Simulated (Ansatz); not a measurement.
CeO₂ (fluorite)

```xyz
3
Lattice="0.0000 2.6993 2.6993 2.6993 0.0000 2.6993 2.6993 2.6993 0.0000" Properties=species:S:1:pos:R:3 pbc="T T T"
Ce     0.0000     0.0000     0.0000
O      1.3496     1.3496     1.3496
O      4.0489     4.0489     4.0489
```

The slice is a {111} plane (indices of the conventional cell) through the point (0.000, 0.000, 0.000) (fractional), spanned by u = [100] and v = [-1 2 0] in vectors of this cell: u (3.82 Å) and v (6.61 Å, at 90° to u). It covers one period; positions are fractions (u, v).

The numbers are results of PBEsol (plane waves to 420 eV, PAW, scalar-relativistic; Ansatz, a quantum-chemistry and plane-wave program), not measurements. k mesh 11×11×11. Near the nuclei the fields are pseudised (PAW); where an atom keeps semicore shells as valence, they peak there. CeO2 is run without spin polarisation. CeO2 was relaxed with its symmetry unable to fall. The PAW data are Ansatz's earlier set. The f-shell state is unchecked: a lower one may exist.

Predict the map of the electrostatic potential energy of an electron, from the cell's mean on the slice.


```
|xxxxxxxxxx  **@@@@@@**  xxxxxxxx|
|xxxxxxxx  ..**@@@@%%##..  xxxxxx|
|xxxxxx    ==xxxxxxxxxx==    xxxx|
|xxxx    --##xxxxxxxxxx##--    xx|
|    ..==##%%xxxxxxxxxx%%##==..  |
|++++**%%@@@@xxxxxxxxxx@@@@%%**++|
|xxxx@@@@@@@@@@xxxxxx@@@@@@@@@@xx|
|xxxxxx@@@@%%**++++++**%%@@@@xxxx|
|xxxxxx%%##==..      ..==##%%xxxx|
|xxxxxx##--    xxxxxx    --##xxxx|
|xxxxxx==    xxxxxxxxxx    ==xxxx|
|@@@@**..  xxxxxxxxxxxxxx  ..##%%|
|@@@@**  xxxxxxxxxxxxxxxxxx  **@@|
|@@@@++  xxxxxxxxxxxxxxxxxx  ++@@|
|@@@@**  xxxxxxxxxxxxxxxxxx  **@@|
|@@%%##..  xxxxxxxxxxxxxx  ..**@@|
|xxxxxx==    xxxxxxxxxx    ==xxxx|
|xxxxxx##--    xxxxxx    --##xxxx|
|xxxxxx%%##==..      ..==##%%xxxx|
|xxxxxx@@@@%%**++++++**%%@@@@xxxx|
|xxxx@@@@@@@@@@xxxxxx@@@@@@@@@@xx|
|++++**%%@@@@xxxxxxxxxx@@@@%%**++|
|    ..==##%%xxxxxxxxxx%%##==..  |
|xxxx    --##xxxxxxxxxx##--    xx|
|xxxxxx    ==xxxxxxxxxx==    xxxx|
|xxxxxxxx  ..##%%@@@@**..  xxxxxx|
|xxxxxxxxxx  **@@@@@@**  xxxxxxxx|
|xxxxxxxxxx  ++@@@@@@++  xxxxxxxx|
```
Scale: ten equal steps from 0.00 (start of ' ') to 8.78 (end of '@'), in the order ' .:-=+*#%@'. Values: electrostatic potential energy of an electron, from the cell's mean, in eV. The map has 16 points along u (two characters each, u = 0 at the left) and 28 along v (v = 0 in the bottom row). Points within 1 Å of a nucleus are blanked (x), as the pseudised field means little there. Values under 0 eV are set to 0. The zero, the cell's mean, hangs on the PAW cores.
